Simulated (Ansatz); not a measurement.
Below is a relaxed structure of Zn4SeS3. The cell was found from a structure generator's guess, not taken from experiment.

Method: DFT PBE, scalar-relativistic, plane waves, PAW (Ansatz). Cutoff 420 eV, Γ-centred mesh, Gaussian smearing, no spin polarisation.

```xyz
8
Lattice="3.9006 0.0000 0.0000 0.0000 3.9006 0.0000 0.0000 0.0000 11.0276" Properties=species:S:1:pos:R:3 pbc="T T T"
Zn    1.9503    0.0000    9.6880
Zn    0.0000    1.9503    1.3396
Zn    1.9503    0.0000    4.0237
Zn    0.0000    1.9503    7.0039
Se    0.0000    0.0000    5.5138
S     0.0000    0.0000    0.0000
S     1.9503    1.9503    2.6817
S     1.9503    1.9503    8.3459
```

Formation energies are uncorrected and refer to the elements' standard structures at the same level.

(1) What space group does it have?

(2) What is its formation energy per atom?

(3) Is it a metal?

Answers

(1) P-4m2 (No. 115), with Se and S ordered on zinc blende sites. Conventional cell: a = 3.901 Å, c = 11.028 Å. Zn on its first site is surrounded by 4 S at 2.37 Å; Zn on its second site has 2 S at 2.37 Å and 2 Se at 2.45 Å; around Se lie 4 Zn at 2.45 Å; around S on a site of symmetry -4m2 lie 4 Zn at 2.37 Å; 1 more site not described.

(2) −0.788 eV/atom. It lies below the elements, which doesn't yet make it stable against other compounds or structures.

(3) No, the gap on the 8×8×4 mesh is 1.70 eV.

The last run used an 8×8×4 mesh (in the run's order of axes) for its 8-atom cell and Gaussian smearing of 0.02 eV. Kohn–Sham gaps at this level usually fall short of measured ones. The reference forms of S and Se are held partly by dispersion forces, which this level lacks. A later test with randomly moved atoms came back to the same energy, though modes that don't fit the test's cell weren't probed.
